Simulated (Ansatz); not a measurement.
## Vibrations of Na

Na in the bcc lattice, relaxed with PBE.

```
CELL_PARAMETERS angstrom
-2.10301 2.10301 2.10301
2.10301 -2.10301 2.10301
2.10301 2.10301 -2.10301
ATOMIC_POSITIONS crystal
Na 0.00000 0.00000 0.00000
```

Computed with Ansatz (plane-wave DFT, scalar-relativistic): PBE; all-electron PAW datasets (no frozen core) at 180 eV; k mesh 8×8×8; Fermi–Dirac smearing of 0.1 eV; no spin. Harmonic phonons by finite displacements in cells commensurate with each q, in cm⁻¹; i marks an unstable mode.

Caveats: coarse k mesh.

Q: Give all 3 branches at q = (0.5, -0.5, 0.5) and q = (0, 0, 0.5) (reciprocal cell vectors).

A: q = (0.5, -0.5, 0.5): 122 (×3). q = (0, 0, 0.5): 28, 87, 128.

Time of the run on a server CPU (model not recorded), shared host: about 15 s of wall time (2.6 cores busy on average), 0.44 GiB of host memory.
